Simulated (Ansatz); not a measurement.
NbAg:
```
NbAg
1.0
    0.00000     2.71360     2.71360
    2.71360     0.00000     2.71360
    2.71360     2.71360     0.00000
Ag Nb
1 1
Direct
  0.00000   0.00000   0.00000
  0.50000   0.50000   0.50000
```

Relaxed with r²SCAN. Special points in fractions of this cell's reciprocal vectors: Γ (0.000, 0.000, 0.000); X (0.500, 0.000, 0.500); U (0.625, 0.250, 0.625); K (0.375, 0.375, 0.750); L (0.500, 0.500, 0.500); W (0.500, 0.250, 0.750).

**Question.** List the band energies nearest the Fermi level at these points for DFT-r²SCAN in the program Ansatz with PAW potentials.

**Answer.** In eV from the Fermi level; about four levels below and three above (degenerate sets whole), none deeper than 8.9 eV; points with the same levels are listed once.

```csv
k,below,above
Γ,-6.40 -6.40 -5.93 -5.93 -5.93,1.12 1.12 1.12
X,-4.96 -4.96 -3.88 -0.66,0.45 1.92 1.92
U,-5.06 -3.36 -0.74 -0.51,0.54 1.65 2.64
L,-3.37 -1.76 -0.97 -0.97,1.37 1.37 3.02
W,-3.09 -0.51 -0.45 -0.45,1.91 3.40 3.40
```

Space group Fm-3m (rock salt). The start of the workflow was typed in or built on a structure type; neither database checked (COD, Materials Project) lists it. Its standing as an ambient phase is unchecked. The r²SCAN relaxation kept the symmetry of its start. At this level the phase is mechanically unstable. The run is not spin-polarised. Its formation energy is positive at this level, so the cell may be metastable or incomplete. Scalar-relativistic: spin–orbit coupling is off unless named, which matters more the heavier the elements.

Potentials: the earlier of the program's two PAW sets.
